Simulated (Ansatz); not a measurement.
**Notes on YGe₂Rh₂**

```
CELL_PARAMETERS angstrom
0.00000 4.16277 0.00000
4.16277 0.00000 0.00000
2.08139 2.08139 -5.17785
ATOMIC_POSITIONS crystal
Y 0.00000 0.00000 0.00000
Ge 0.37800 0.37800 0.24400
Ge 0.62200 0.62200 0.75600
Rh 0.75000 0.25000 0.50000
Rh 0.25000 0.75000 0.50000
```

Level: PBEsol, no spin polarisation; 420 eV; 9×9×9 Γ-centred mesh; fermi-dirac occupations (width 0.1 eV); Ansatz 0.2.0, fixed geometry.

Task: What happens at the Fermi level?

Result: It is a metal, with about 2.6 states/eV a cell as the mean within 0.25 eV of the Fermi level, mostly Rh d (45 %), Y d (27 %) and Ge p (20 %).

Task: What is the formation energy?

Result: -0.92 eV an atom against the elements' usual phases (free molecules for gases, crystals otherwise, with no correction for O₂ or N₂), so it is bound against them; other compounds may still compete. Relaxing would lower it.

Task: Which element gives electrons and which takes them?

Result: Bader charges in e: Y +1.67, Ge -0.15, Rh -0.68. In the mean Y gives up most and Rh takes most.

Task: Which atom feels the largest force, and which way?

Result: The largest is on Ge2 (and as large on other atoms): 0.30 eV/Å, components (0.00, 0.00, -0.30). It makes 58° with the line to a nearest neighbour, Rh4 at 2.47 Å.

Task: What does the stress say?

Result: The pressure is -6.9 GPa (compression positive), so with the atoms held at these fractions the cell would first shrink. The principal stresses -7.3, -7.3, -6.1 GPa differ, so its shape would change too.

Origin: a database entry at a rescaled volume.
